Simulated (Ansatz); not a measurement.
Relaxed-ion elastic tensor of BaTe (rock salt, Fm-3m) in GPa (Voigt order), DFT-LDA in the program Ansatz with PAW potentials; density 5.44 g/cm³, 40.47 Å³ per atom.

```
87.6   9.2   9.2   0.0   0.0   0.0
 9.2  87.6   9.2   0.0   0.0   0.0
 9.2   9.2  87.6   0.0   0.0   0.0
 0.0   0.0   0.0  11.3   0.0   0.0
 0.0   0.0   0.0   0.0  11.3   0.0
 0.0   0.0   0.0   0.0   0.0  11.3
```

Q: Is the crystal mechanically stable?

A: Yes: the smallest eigenvalue of C is 11.3 GPa.

Q: Work out the Voigt, Reuss and Hill averages.

A: K_V = 35.3, K_R = 35.3, K_H = 35.3; G_V = 22.5, G_R = 15.8, G_H = 19.1 GPa.

Q: Give Young's modulus, Poisson's ratio, Pugh's ratio and the universal anisotropy index.

A: E = 9KG/(3K + G) = 48.6 GPa; ν = 0.27; K/G = 1.85 (near the Pugh limit of 1.75, no verdict); A_U = 5G_V/G_R + K_V/K_R − 6 = 2.10.

Q: Estimate the sound speeds and the Debye temperature.

A: v_l = √((K + 4G/3)/ρ) = 3350 m/s, v_t = √(G/ρ) = 1880 m/s, mean 2090 m/s; Θ = (h/k)(3n/4πV)^(1/3) v_m = 181 K.

Q: Give the Zener ratio and Young's modulus along [100], [110] and [111].

A: A = 2C44/(C11 − C12) = 0.29; 1/E = S11 − 2(S11 − S12 − S44/2)Γ with Γ = 0, 1/4, 1/3 gives 85.8, 36.5, 30.7 GPa.

The LDA relaxation kept the symmetry of its start; of distortions, only those at the zone centre were tested. Spin–orbit coupling is left out wherever it is not named.

Potentials: the later of the program's two PAW sets.
